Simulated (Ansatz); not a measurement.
Method: DFT PBE, scalar-relativistic, plane waves, PAW in Ansatz. Cutoff 420 eV, Γ-centred meshes of about 0.25 Å⁻¹ or finer for metals and 0.3 Å⁻¹ for insulators (2π included), Gaussian smearing. No spin polarisation.

Temperature and zero-point effects are left out.

Compare these two cells of TaH₄, each relaxed at this level.

1.

```xyz
5
Lattice="-2.2748 2.2748 1.4468 2.2748 -2.2748 1.4468 2.2748 2.2748 -1.4468" Properties=species:S:1:pos:R:3 pbc="T T T"
Ta    0.0000    0.0000    1.4468
H     3.2295    0.4993    0.0000
H     1.7755    0.9547    1.4468
H     0.4993    1.3202    0.0000
H    -0.9547    1.7755    1.4468
```

2.

```xyz
10
Lattice="4.5700 -2.2050 0.0000 4.5700 2.2050 0.0000 -2.0803 0.0000 3.8907" Properties=species:S:1:pos:R:3 pbc="T T T"
Ta    3.0097    1.1019    2.9181
Ta    4.0499   -1.1019    0.9727
H     4.2607   -0.3083    2.6843
H     1.7588   -0.3083    3.1518
H     2.7990    0.3083    1.2064
H     5.3009    0.3083    0.7390
H     6.0391   -0.3107    3.6976
H    -0.0196   -0.3107    2.1385
H     1.0205    0.3107    0.1932
H     7.0793    0.3107    1.7522
```

Task: Which would you expect to be lower, and how large is the difference?

Result: Cell 2 is lower, by 30 meV/atom. Cell 1 has Ta and H ordered on fcc sites, space group I4/m (No. 87), 6.0 Å³/atom and no gap on its mesh; cell 2 has space group C2/c (No. 15), 7.8 Å³/atom and no gap. Counting H atoms around Ta (those within 1.25 times the shortest such distance or 1.15 times the sum of covalent radii, 1.27 where that leaves under three), cell 1 has Ta 12 and cell 2 has Ta 8. The lower one is the more open, so pressure narrows the difference. In cell 1, Ta is surrounded by 12 H at 2.02 Å and 2 Ta at 2.89 Å; around H lie 9 H at 1.96–2.15 Å and 3 Ta at 2.02 Å. In cell 2, around Ta lie 8 H at 1.90 Å and 4 Ta at 3.12 Å; H on its first site has 2 Ta at 1.90 Å and 7 H at 2.05–2.29 Å; around H on its second site lie 2 Ta at 1.90 Å and 7 H at 2.05–2.29 Å. Both come from trial cells of a structure search, whose lowest cell (Immm, 6.5 Å³/atom) lies 79 meV/atom below the lower of the two.

These runs have no spin–orbit coupling, which can matter for Ta. With hydrogen, zero-point motion can shift such differences by 10 meV/atom or more. Cells relaxed within their symmetry can be saddle points. Some structure types and database cells were kept out of the candidates from the start, so a known form may be missing.
